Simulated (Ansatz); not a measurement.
## Relaxing a structure of Mo

The start is a generated trial cell of Mo in the AFLOW prototype A_oF8_70_a. A full variable-cell relaxation at zero pressure is run with PBE (plane waves to 420 eV, PAW, scalar-relativistic; Ansatz, an electronic-structure program). First-step values are on the input's coarse k-mesh.

Ansatz input (later rounds restart from its end on a renewed k-mesh):
Ansatz 0.2 input:
```yaml
crystal:
  lattice:
    - [0, 2.530259, 4.4576284]
    - [1.3855846, 0, 4.4576284]
    - [1.3855846, 2.530259, 0]
  atoms:
    - { symbol: Mo, position: [0.25, 0.25, 0.25] }
    - { symbol: Mo, position: [0, 0, 0] }
basis: { ecutwfc: 420, ecutrho_ratio: 4, xc_grid: 2, fft_grid_basis: typed }
kpoints: { mp_grid: { grid: [14, 14, 14] } }
hamiltonian:
  xc: pbe
  dispersion: none
  pseudopotentials: { azcp: { folder: ./paw }, kind: paw }
scf: { occupations: { method: fermi_dirac, width: 0.05 } }
relax: { f_tol: 0.01, max_steps: 100, cell: { stress_tol: 0.02 } }
output: { forces: true, stress: true }
```

* **Initial pressure**: +7.9 GPa (positive: the cell is compressed)
* **Energy released**: 0.09 eV/atom
* **Shortest distances (start → end)**: The closest pairs of elements (up to four, under 3.6 Å), start → end: Mo–Mo 2.65 → 2.65 Å
* **Band gap at the end**: zero (metallic)
* **Optimiser moves**: 10

Final structure:

Space group Fddd, origin choice 1 (No. 70); a = 2.652 Å, b = 5.422 Å, c = 8.938 Å, α = 90.00°, β = 90.00°, γ = 90.00°

| atom | site | symmetry | x | y | z |
|---|---|---|---|---|---|
| Mo | 8a | 222 | 0.0000 | 0.0000 | 0.0000 |
(The calculation used a cell of 2 atoms; values per cell refer to that cell.)

Final values are on a 20×20×20 k-mesh of the relaxed cell. No spin polarisation in the result.

The run could not lose the symmetry of its start, so the end can be a saddle point.

All atoms sit on sites fixed by symmetry, so only the cell could relax.

The relaxed structure here is a generated cell of Mo: the first start was made by placing the elements on the sites of a structure type, and the end was not matched to a known phase here, so it may be hypothetical. Known forms of Mo include space group No. 229.
